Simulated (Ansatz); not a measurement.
ReC:
```cif
data_C4Re4
_chemical_formula_sum 'C4 Re4'
_space_group_name_H-M_alt 'Fm-3m'
_space_group_IT_number 225
_space_group_name_Hall '-F 4 2 3'
_cell_length_a 4.34663
_cell_length_b 4.34663
_cell_length_c 4.34663
_cell_angle_alpha 90.000
_cell_angle_beta 90.000
_cell_angle_gamma 90.000
loop_
_atom_site_label
_atom_site_type_symbol
_atom_site_symmetry_multiplicity
_atom_site_Wyckoff_symbol
_atom_site_fract_x
_atom_site_fract_y
_atom_site_fract_z
_atom_site_occupancy
C1 C 4 a 0.00000 0.00000 0.00000 1
Re1 Re 4 b 0.50000 0.50000 0.50000 1
```
(The calculation used a cell of 2 atoms; values per cell refer to that cell.)

Relaxed with PBE.

### Question
Which orbitals make up the states near the Fermi level in PBE in the plane-wave PAW code Ansatz?

### Answer
Within 0.5 eV of the Fermi level: Re 5d 83 %, C 2p 13 %. Projections are on Löwdin-orthogonalised atomic valence shells; empty p or d shells of many metals are not among them.

### Question
Tabulate the density of states.

### Answer
States/eV per cell of 2 atoms, in 0.25 eV bins, energy from the Fermi level.

```csv
E (eV),total,Re 5d,C 2p,C 2s
-7.85,0.82,0.32,0.39,0.03
-7.60,0.88,0.34,0.43,0.03
-7.35,0.68,0.26,0.34,0.02
-7.10,0.55,0.21,0.27,0.02
-6.85,1.03,0.52,0.46,0.02
-6.60,2.11,1.07,0.94,0.05
-6.35,4.72,2.40,2.12,0.06
-6.10,2.88,1.57,1.22,0.02
-5.85,1.68,0.96,0.67,0.01
-5.60,1.16,0.67,0.46,0.01
-5.35,0.90,0.51,0.36,0.01
-5.10,0.72,0.41,0.30,0.01
-4.85,0.60,0.33,0.25,0.01
-4.60,0.50,0.27,0.21,0.00
-4.35,0.42,0.23,0.18,0.00
-4.10,0.36,0.19,0.16,0.00
-3.85,0.29,0.16,0.13,0.00
-3.60,0.29,0.17,0.12,0.00
-3.35,0.33,0.20,0.12,0.00
-3.10,0.45,0.29,0.14,0.00
-2.85,0.55,0.34,0.19,0.01
-2.60,0.71,0.39,0.28,0.01
-2.35,0.71,0.46,0.22,0.01
-2.10,0.77,0.54,0.20,0.01
-1.85,0.80,0.59,0.17,0.01
-1.60,0.83,0.63,0.15,0.01
-1.35,0.87,0.69,0.14,0.01
-1.10,0.92,0.75,0.13,0.01
-0.85,1.04,0.84,0.16,0.02
-0.60,1.27,1.02,0.19,0.02
-0.35,1.17,0.95,0.17,0.03
-0.10,1.85,1.54,0.23,0.04
0.15,2.03,1.71,0.24,0.04
0.40,1.72,1.41,0.24,0.04
0.65,1.23,0.94,0.22,0.03
0.90,0.90,0.59,0.24,0.02
1.15,2.58,1.76,0.60,0.04
1.40,3.38,2.44,0.75,0.04
1.65,1.19,0.74,0.40,0.02
1.90,0.49,0.27,0.18,0.02
2.15,0.52,0.27,0.18,0.03
2.40,0.55,0.28,0.19,0.04
2.65,0.59,0.29,0.19,0.04
2.90,0.59,0.29,0.19,0.05
3.15,0.58,0.27,0.18,0.05
3.40,0.56,0.26,0.18,0.05
3.65,0.55,0.25,0.18,0.06
3.90,0.50,0.22,0.17,0.06
4.15,0.71,0.32,0.17,0.13
4.40,0.81,0.36,0.18,0.14
4.65,0.74,0.32,0.19,0.12
```

The start of the workflow was typed in or built on a structure type; neither database checked (COD, Materials Project) lists it. Whether it is the stable phase at ambient conditions was not checked. Symmetry was held in the PBE relaxation; whether a distortion lowers the energy is not shown. The run is not spin-polarised. Its formation energy is positive at this level, so the cell may be metastable or incomplete. Scalar-relativistic: spin–orbit coupling is off unless named, which matters more the heavier the elements.

Potentials: the later of the program's two PAW sets.
